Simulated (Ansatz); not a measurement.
# Relaxation of BW2

Theory: Ansatz, DFT PBEsol, scalar-relativistic, plane waves, PAW. Run with 420 eV cutoff, 10×10×10 k-mesh, Gaussian smearing of 0.10 eV, no spin polarisation.

What was changed: relaxed at 20 GPa.

Spin–orbit coupling is left out, which can shift energies with elements as heavy as these.

Other phases may be more stable at this pressure.

Command:

```bash
ansatz run input.yaml --threads 1 --pin off --max-ram 2560MiB --backend cpu --events-out ev --progress --plain --runs-dir out
```

Input:

```yaml
crystal:
  lattice:
    - [-2.7202070896, 2.7202070896, 2.3346095277]
    - [2.7202070896, -2.7202070896, 2.3346095277]
    - [2.7202070896, 2.7202070896, -2.3346095277]
  atoms:
    - { symbol: B, position: [0.25, 0.25, 0.0] }
    - { symbol: B, position: [0.75, 0.75, 0.0] }
    - { symbol: W, position: [0.6697437965, 0.1697437965, 0.8394875931] }
    - { symbol: W, position: [0.1697437965, 0.3302562035, 0.5] }
    - { symbol: W, position: [0.3302562035, 0.8302562035, 0.1605124069] }
    - { symbol: W, position: [0.8302562035, 0.6697437965, 0.5] }
basis:
  ecutwfc: 420
kpoints:
  mp_grid: { grid: [10, 10, 10] }
hamiltonian:
  xc: pbesol
scf:
  occupations: { method: gaussian, width: 0.1 }
output:
  forces: true
  stress: true
  eigenvalues: true
relax:
  adjacent_minimum: "off"
  f_tol: 0.008
  max_steps: 50
  cell: { stress_tol: 0.08, p_target: 20.0 }
```

F is the free energy. Steps run on the plane waves of an earlier cell, but the last one, and at times one on the way, on a freshly chosen basis, so a repeated geometry can differ a little in energy. The relaxation lowers the enthalpy F + PV at the target pressure, so F itself can rise.

Steps:

```csv
step,F − F(1) (eV),largest force component (eV/Å),V (Å³/atom),P (GPa)
1,0.0000,0.028,11.517,20.27
2,-0.0094,0.026,11.529,19.77
3,-0.0053,0.000,11.524,19.99
4,-0.0054,0.000,11.524,19.99
```

Relaxed structure:

```cif
data_structure
_symmetry_space_group_name_H-M 'P 1'
_symmetry_Int_Tables_number 1
_cell_length_a 4.5008
_cell_length_b 4.5008
_cell_length_c 4.5008
_cell_angle_alpha 105.618
_cell_angle_beta 105.618
_cell_angle_gamma 117.487
_cell_volume 69.14
loop_
_atom_site_label
_atom_site_type_symbol
_atom_site_fract_x
_atom_site_fract_y
_atom_site_fract_z
_atom_site_occupancy
B1 B 0.25000 0.25000 0.00000 1
B2 B 0.75000 0.75000 0.00000 1
W1 W 0.66959 0.16959 0.83919 1
W2 W 0.16959 0.33041 0.50000 1
W3 W 0.33041 0.83041 0.16081 1
W4 W 0.83041 0.66959 0.50000 1
```

It takes space group I4/mcm (No. 140, tetragonal). Conventional cell: a = 5.441 Å, b = 5.441 Å, c = 4.671 Å, α = 90.00°, β = 90.00°, γ = 90.00°. B (site symmetry 422) has 8 W at 2.33 Å and 2 B at 2.34 Å as nearest neighbours. W (site symmetry m2m) has 4 B at 2.33 Å and 3 W at 2.61 to 2.64 Å as nearest neighbours.

The run converged. The run took 61 s on 1 thread of Arm Neoverse V1, on a shared host, peak memory 0.45 GiB.